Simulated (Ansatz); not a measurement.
Relaxation of a generated cell, Au built in the omega structure type; 3 atoms in the cell, which starts as P6/mmm (No. 191), hP3; a = 4.575 Å, b = 4.575 Å, c = 2.782 Å, α = 90.00°, β = 90.00°, γ = 120.00°. Computed with PBE (plane waves to 420 eV, PAW, scalar-relativistic; Ansatz, an electronic-structure program). Γ-centred k-mesh 8×8×12 on the run's cell (coarser than for final values), Fermi–Dirac smearing 0.05 eV. This is the first round of the run. 

The optimiser's lines from the output (shortened; P is positive under compression):

```
relax step   1: F+E_penalty+E_count = -39447.59838218 eV  Δ(F+E_penalty+E_count) = +0.000e0 eV  max|allowed force component| = 6.785e-17 eV/Å  Δτ_max = 0.0000 Å  P = +15.146 GPa  Ω = 50.429 Å³  (6 SCF iters, dr2 threshold 1.00e-7 eV, accepted)
relax step   2: F+E_penalty+E_count = -39447.77551518 eV  Δ(F+E_penalty+E_count) = -1.771e-1 eV  max|allowed force component| = 9.560e-17 eV/Å  Δτ_max = 0.0000 Å  P = -4.593 GPa  Ω = 57.203 Å³  (6 SCF iters, dr2 threshold 3.00e-7 eV, accepted)
relax step   3: F+E_penalty+E_count = -39447.80904454 eV  Δ(F+E_penalty+E_count) = -3.353e-2 eV  max|allowed force component| = 5.551e-17 eV/Å  Δτ_max = 0.0000 Å  P = -1.046 GPa  Ω = 55.485 Å³  (5 SCF iters, dr2 threshold 3.00e-7 eV, accepted)
relax step   4: F+E_penalty+E_count = -39447.81126415 eV  Δ(F+E_penalty+E_count) = -2.220e-3 eV  max|allowed force component| = 1.850e-17 eV/Å  Δτ_max = 0.0000 Å  P = -0.306 GPa  Ω = 55.174 Å³  (4 SCF iters, dr2 threshold 3.00e-7 eV, accepted)
relax step   5: F+E_penalty+E_count = -39447.81143530 eV  Δ(F+E_penalty+E_count) = -1.712e-4 eV  max|allowed force component| = 4.009e-17 eV/Å  Δτ_max = 0.0000 Å  P = +0.013 GPa  Ω = 55.041 Å³  (3 SCF iters, dr2 threshold 2.60e-7 eV, accepted)
relax step   6: F+E_penalty+E_count = -39447.81282306 eV  Δ(F+E_penalty+E_count) = -1.388e-3 eV  max|allowed force component| = 4.009e-17 eV/Å  Δτ_max = 0.0000 Å  P = -0.004 GPa  Ω = 55.041 Å³  stress off target by 8.66e-3 GPa  SCF on the basis re-selected at this cell (its energy is not comparable with the rows above)  (7 SCF iters)
```

From the first to the last row the energy changes by -0.07 eV/atom and the volume by +9.1 %. The last row is marked as not comparable with the walk above it, whose basis was carried along; it does compare with step 1, since both stand on a basis selected at the nominal cutoff for their own cell.

Later rounds, restarted from the end of this one on a renewed k-mesh, logged 4 more steps and released under 0.01 eV/atom more. The final structure after all rounds: P6/mmm (No. 191), hP3; a = b = 4.752 Å, c = 2.814 Å, α = β = 90.00°, γ = 120.00°. Between re-selections the logged energies stand on a plane-wave basis carried along with the cell. No spin polarisation in the result.

The run could not lose the symmetry of its start: the end is stationary, and may be a saddle point rather than a minimum.

All atoms sit on sites fixed by symmetry, so only the cell could relax.

The relaxed structure here is a generated cell of Au: the first start was made by placing the elements on the sites of a structure type, and the end was not matched to a known phase here, so it may be hypothetical. Known forms of Au include space group No. 225.
